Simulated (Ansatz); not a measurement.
Values for one crystal, relaxed and computed with the program Ansatz at the r²SCAN level (PAW); other levels are named.

| Property | Value |
|---|---|
| Volume per atom | 28.83 Å³ |
| Band gap | 0.42 eV (direct) |
| Conduction-band minimum | at Γ |
| Valence-band maximum | at Γ |
| Formation energy from the elements (no fitted shifts) | -0.23 eV/atom |

Task: Which of these materials gives this?
A) PdS2, Pbca (Pd on 4a, S on 8c)
B) InP, zinc blende
C) GaP, zinc blende
D) GaSb, zinc blende

Result: D, GaSb, zinc blende

Space group F-43m (zinc blende). The cell was relaxed with r²SCAN under the symmetry of its start. The references are the lowest solids computed at this level, not always the standard phases. Spin–orbit coupling is left out wherever it is not named.

Potentials: the earlier of the program's two PAW sets.
